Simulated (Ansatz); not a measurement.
## Does this entry for BeH2 lie near equilibrium?

The cell is a Materials Project structure (computed, not necessarily an observed phase), atoms as given.

```cif
data_BeH2
_symmetry_space_group_name_H-M 'Ibam'
_symmetry_Int_Tables_number 72
_cell_length_a 4.1016
_cell_length_b 8.9605
_cell_length_c 7.6358
_cell_angle_alpha 90.000
_cell_angle_beta 90.000
_cell_angle_gamma 90.000
loop_
_atom_site_label
_atom_site_type_symbol
_atom_site_symmetry_multiplicity
_atom_site_Wyckoff_symbol
_atom_site_fract_x
_atom_site_fract_y
_atom_site_fract_z
Be1 Be 4 b 0.5000 0.0000 0.2500
Be3 Be 8 j 0.6218 0.1686 0.0000
H7 H 16 k 0.2252 0.4115 0.1517
H11 H 8 j 0.2245 0.6885 0.0000
```

One atom of each set is listed; the run and its k-mesh use a cell of 18 atoms with edges of 6.23, 6.23, 6.23 Å.

The numbers come from a DFT calculation in Ansatz (PBE, plane waves and PAW, scalar-relativistic, 420 eV cutoff, Γ-centred 8×8×8 k-points, Fermi–Dirac smearing 0.02 eV).

Problem. Do the atoms and the cell lie near the calculated equilibrium?

Solution. Yes. The largest force is 0.074 eV/Å, on atom 3 (Be: 4 H at 1.43 Å; also 1 H at 2.69 Å), and the pressure is 0.7 GPa.
